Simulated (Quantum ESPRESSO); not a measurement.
Kohn-Sham bands of Te2Pd (P-3m1)

```yaml
crystal:
  lattice:
    - [4.07009, 0.00000, 0.00000]
    - [-2.03504, 3.52480, 0.00000]
    - [0.00000, 0.00000, 5.23308]
  atoms:
    - { symbol: Te, position: [0.33333, 0.66667, 0.26109] }
    - { symbol: Te, position: [0.66667, 0.33333, 0.73891] }
    - { symbol: Pd, position: [0.00000, 0.00000, 0.00000] }
```

Structure: Materials Project mp-782, symmetrised, not relaxed again. COD (Crystallography Open Database) has an entry of this formula and space group (matched by these alone). Computed values, not measurements, from PBEsol: Quantum ESPRESSO (norm-conserving PseudoDojo potentials, cutoff 66 Ry, no spin polarisation, no spin-orbit coupling) on a Γ-centred 6×6×4 mesh, then Wannier90. Density: 12×12×6 mesh, cold smearing 0.01 Ry. The cell is built of weakly bound layers, chains or molecules, whose nearest atoms lie 3.43 Å apart. Database cells relaxed without dispersion often hold them too far apart, which can enlarge gaps and weakens couplings between them; spacing and stacking were not compared with the measured crystal. Spin-orbit coupling is left out although heavy elements are present.

Energies are relative to the Fermi level; weights are on the orthonormalised atomic waves of the pseudopotential files, averaged over the group. 50 electrons a cell are treated as valence.

```json
[
 {"bands": "1", "from (eV)": "-85.03", "to (eV)": "-85.03", "filling": "filled", "weight on atomic waves": "(withheld)"},
 {"bands": "2–4", "from (eV)": "-50.82", "to (eV)": "-50.74", "filling": "filled", "weight on atomic waves": "(withheld)"},
 {"bands": "5–14", "from (eV)": "-37.22", "to (eV)": "-37.18", "filling": "filled", "weight on atomic waves": "(withheld)"},
 {"bands": "15–16", "from (eV)": "-13.33", "to (eV)": "-10.26", "filling": "filled", "weight on atomic waves": "(withheld)"},
 {"bands": "17–27", "from (eV)": "-6.17", "to (eV)": "2.32", "filling": "partly filled", "weight on atomic waves": "(withheld)"}
]
```

Q: Which atomic shells make up each group?

A: 
- 1, weight on atomic waves: Pd 4s 99 %
- 2–4, weight on atomic waves: Pd 4p 100 %
- 5–14, weight on atomic waves: Te 4d 100 %
- 15–16, weight on atomic waves: Te 5s 88 %, Te 5p 6 %, Pd 4d 5 %
- 17–27, weight on atomic waves: Te 5p 52 %, Pd 4d 44 %

No gap over 0.05 eV opens at the Fermi level at this level of theory.
